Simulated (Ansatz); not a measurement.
NiTe:
```cif
data_NiTe
_chemical_formula_sum 'Ni1 Te1'
_space_group_name_H-M_alt 'Pm-3m'
_space_group_IT_number 221
_space_group_name_Hall '-P 4 2 3'
_cell_length_a 3.30745
_cell_length_b 3.30745
_cell_length_c 3.30745
_cell_angle_alpha 90.000
_cell_angle_beta 90.000
_cell_angle_gamma 90.000
loop_
_atom_site_label
_atom_site_type_symbol
_atom_site_symmetry_multiplicity
_atom_site_Wyckoff_symbol
_atom_site_fract_x
_atom_site_fract_y
_atom_site_fract_z
_atom_site_occupancy
Ni1 Ni 1 a 0.00000 0.00000 0.00000 1
Te1 Te 1 b 0.50000 0.50000 0.50000 1
```

Relaxed with PBE in the plane-wave PAW code Ansatz. Indices refer to the conventional cell of Pm-3m, a = b = c = 3.3074 Å, α = β = γ = 90.00°.

Task: Simulate the powder diffraction pattern (Cu Kα, λ = 1.54184 Å; lines above 1 %) up to 2θ = 90°.

Result: Simulated powder pattern, Cu Kα, λ = 1.54184 Å (kinematic, ideal powder, no thermal factors, no anomalous dispersion; the 30 strongest lines at most, above 1 %, up to 2θ = 90°):

| 2θ (°) | d (Å) | I/Imax (%) | hkl |
|---|---|---|---|
| 26.96 | 3.307 | 12 | (100) |
| 38.49 | 2.339 | 100 | (110) |
| 47.62 | 1.910 | 3.5 | (111) |
| 55.57 | 1.654 | 17 | (200) |
| 62.83 | 1.479 | 4.8 | (210) |
| 69.63 | 1.350 | 33 | (211) |
| 82.49 | 1.169 | 10 | (220) |
| 88.74 | 1.102 | 2.7 | (221)+(300) |

The start of the workflow was typed in or built on a structure type; neither database checked (COD, Materials Project) lists it. COD files the formula under space group No. 194, so this cell is another polymorph or a model. Whether it is the stable phase at ambient conditions was not checked. Symmetry was held in the PBE relaxation; its stability against distortions is not shown here. The workflow began spin-polarised and lost its moments. Its formation energy is positive at this level, so the cell may be metastable or incomplete. Scalar-relativistic: spin–orbit coupling is off unless named, which matters more the heavier the elements.

Potentials: the later of the program's two PAW sets.
